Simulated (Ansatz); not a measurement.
Y:
```
CELL_PARAMETERS angstrom
      3.25271     0.00000     0.00000
      0.00000     3.25271     0.00000
      0.00000     0.00000     3.25271
ATOMIC_POSITIONS crystal
  Y  0.00000 0.00000 0.00000
```

Relaxed with r²SCAN. Special points in fractions of this cell's reciprocal vectors: Γ (0.000, 0.000, 0.000); X (0.000, 0.500, 0.000); M (0.500, 0.500, 0.000); R (0.500, 0.500, 0.500).

Problem. List the band energies nearest the Fermi level at these points for r²SCAN with spin–orbit coupling in the plane-wave PAW code Ansatz.

Solution. In eV from the Fermi level; about four levels below and three above (degenerate sets whole), none deeper than 8.9 eV; points with the same levels are listed once.

```json
[
 {"k": "Γ", "below": "-0.60 -0.60 -0.60 -0.60", "above": "5.40 5.40 5.40 5.40"},
 {"k": "X", "below": "-1.79 -1.79 -0.30 -0.30", "above": "0.17 0.17 2.84 2.84"},
 {"k": "M", "below": "-2.12 -2.12", "above": "0.28 0.28 3.42 3.42"},
 {"k": "R", "below": "-0.73 -0.73 -0.73 -0.73 -0.69 -0.69", "above": "5.65 5.65 7.07 7.07 7.07 7.07"}
]
```

Space group Pm-3m (simple cubic). The cell is a constructed one: a structure type filled with these elements; neither database checked (COD, Materials Project) lists it. It is not the phase usual at ambient conditions (space group No. 194). The cell keeps a stress of up to 0.2 GPa. The r²SCAN relaxation kept the symmetry of its start. At this level the phase is mechanically unstable. No spin polarisation was allowed.

Potentials: the later of the program's two PAW sets.
